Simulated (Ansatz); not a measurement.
MgS:
```xyz
4
Lattice="3.6953 0.0000 0.0000 0.0000 3.6953 0.0000 0.0000 0.0000 6.7488" Properties=species:S:1:pos:R:3 pbc="T T T"
Mg     0.0000     1.8476     0.0000
Mg     1.8476     0.0000     3.3744
S      0.0000     0.0000     1.6872
S      0.0000     0.0000     5.0616
```

This is the HSE06-relaxed structure.

Q: All from DFT-HSE06 in the program Ansatz with PAW potentials, unless another level is named. Give the band gap.

A: 2.02 eV (indirect).

Q: What about the conduction-band minimum?

A: at Γ.

Q: Next, the valence-band maximum?

A: at M.

Space group P4_2/mmc. A made-up cell: these elements were put on the sites of a structure type; neither database checked (COD, Materials Project) lists it. COD files the formula under space group No. 225, so this cell is another polymorph or a model. Its standing as an ambient phase is unchecked. The cell was relaxed with HSE06 under the symmetry of its start; whether a distortion lowers the energy is not shown. The hybrid was solved on a coarse mesh, the path and, where they were found, the r²SCAN edge points; its band edges are the extreme levels among these.

Potentials: the later of the program's two PAW sets.
